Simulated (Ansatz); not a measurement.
Problem. Zn (diamond, Fd-3m) is relaxed with the program Ansatz at the PBE level (PAW). What lattice parameters of the conventional cell result?

Solution. a = 5.831 Å.

The start of the workflow was typed in or built on a structure type; neither database checked (COD, Materials Project) lists it. It is not the phase usual at ambient conditions (space group No. 194). Symmetry was held in the PBE relaxation; its stability against distortions is not shown here.

Potentials: the later of the program's two PAW sets.
